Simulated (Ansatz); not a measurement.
Here is the system:

TiSi:
```
CELL_PARAMETERS angstrom
      6.45388     0.00000     0.00000
      0.00000     3.62092     0.00000
      0.00000     0.00000     4.96428
ATOMIC_POSITIONS crystal
  Ti 0.67604 0.25000 0.37068
  Ti 0.32396 0.75000 0.62932
  Ti 0.82396 0.75000 0.87068
  Ti 0.17604 0.25000 0.12932
  Si 0.54421 0.25000 0.85354
  Si 0.45579 0.75000 0.14646
  Si 0.95579 0.75000 0.35354
  Si 0.04421 0.25000 0.64646
```

This is the PBEsol-relaxed structure.

Task: All from PBEsol in the plane-wave PAW code Ansatz, unless another level is named. Give the highest zone-centre frequency.

Result: 463 cm⁻¹.

Task: And the Hill bulk and shear moduli?

Result: 156 and 104 GPa.

Space group Pnma. The first step of the workflow began from a Materials Project structure, measured or hypothetical; the Crystallography Open Database copy checked does not list it. COD files the formula under space group No. 25, so this cell is another polymorph or a model. Whether it is the stable phase at ambient conditions was not checked. The cell was relaxed with PBEsol under the symmetry of its start; of distortions, only those at the zone centre were tested. The run is not spin-polarised. As this level gives no gap, shear constants depend on the k-mesh and smearing (Fermi–Dirac, 0.1 eV here). As this level gives no gap, phonon frequencies hold no LO–TO term and depend on the k-mesh and smearing (Fermi–Dirac, 0.1 eV here).

Potentials: the later of the program's two PAW sets.
